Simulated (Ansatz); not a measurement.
Relaxation of a generated cell, Ti built in the AFLOW prototype A_oC4_63_c (A20); 2 atoms in the cell, which starts as Cmcm (No. 63), oS4; a = 2.7025 Å, b = 5.5762 Å, c = 4.6856 Å, α = 90.00°, β = 90.00°, γ = 90.00°. Calculation: PBEsol (plane waves to 420 eV, PAW, scalar-relativistic; Ansatz, a program for electronic structure). Γ-centred k-mesh 13×13×7 on the run's cell (coarser than for final values), Fermi–Dirac smearing 0.05 eV. This is the first round of the run. 

The optimiser's lines from the output (shortened; P is positive under compression):

```
relax step   1: F+E_penalty+E_count = -4947.45590299 eV  Δ(F+E_penalty+E_count) = +0.000e0 eV  max|allowed force component| = 7.406e-1 eV/Å  Δτ_max = 0.0000 Å  P = -7.279 GPa  Ω = 35.306 Å³  (6 SCF iters, dr2 threshold 1.00e-7 eV, accepted)
relax step   2: F+E_penalty+E_count = -4947.68809510 eV  Δ(F+E_penalty+E_count) = -2.322e-1 eV  max|allowed force component| = 3.643e-1 eV/Å  Δτ_max = 0.1039 Å  P = +0.856 GPa  Ω = 32.788 Å³  (6 SCF iters, dr2 threshold 2.00e-7 eV, accepted)
relax step   3: F+E_penalty+E_count = -4947.74814710 eV  Δ(F+E_penalty+E_count) = -6.005e-2 eV  max|allowed force component| = 1.511e-1 eV/Å  Δτ_max = 0.0745 Å  P = +4.483 GPa  Ω = 32.074 Å³  (6 SCF iters, dr2 threshold 2.00e-7 eV, accepted)
relax step   4: F+E_penalty+E_count = -4947.80387647 eV  Δ(F+E_penalty+E_count) = -5.573e-2 eV  max|allowed force component| = 1.009e-1 eV/Å  Δτ_max = 0.1266 Å  P = -0.220 GPa  Ω = 33.483 Å³  (6 SCF iters, dr2 threshold 2.00e-7 eV, accepted)
relax step   5: F+E_penalty+E_count = -4947.80832225 eV  Δ(F+E_penalty+E_count) = -4.446e-3 eV  max|allowed force component| = 2.728e-3 eV/Å  Δτ_max = 0.0534 Å  P = -0.033 GPa  Ω = 33.455 Å³  (6 SCF iters, dr2 threshold 2.00e-7 eV, accepted)
relax step   6: F+E_penalty+E_count = -4947.80833638 eV  Δ(F+E_penalty+E_count) = -1.413e-5 eV  max|allowed force component| = 1.863e-5 eV/Å  Δτ_max = 0.0005 Å  P = +0.005 GPa  Ω = 33.445 Å³  (6 SCF iters, dr2 threshold 3.32e-8 eV, accepted)
relax step   7: F+E_penalty+E_count = -4947.80791116 eV  Δ(F+E_penalty+E_count) = +4.252e-4 eV  max|allowed force component| = 5.553e-6 eV/Å  Δτ_max = 0.0000 Å  P = +0.009 GPa  Ω = 33.445 Å³  stress off target by 1.57e-2 GPa  SCF on the basis re-selected at this cell (its energy is not comparable with the rows above)  (6 SCF iters)
```

From the first to the last row the energy changes by -0.18 eV/atom and the volume by -5.3 %. The last row is marked as not comparable with the walk above it, whose basis was carried along; it does compare with step 1, since both stand on a basis selected at the nominal cutoff for their own cell.

Later rounds, restarted from the end of this one on a renewed k-mesh, logged 3 more steps and released under 0.01 eV/atom more. The final structure after all rounds: P6₃/mmc (No. 194), hP2, hcp (Mg type); a = b = 2.901 Å, c = 4.590 Å, α = β = 90.00°, γ = 120.00°. Between re-selections the logged energies stand on a plane-wave basis carried along with the cell. No spin polarisation in the result.

The run could not lose the symmetry of its start; a randomly shaken copy of 4 atoms returns to this structure.
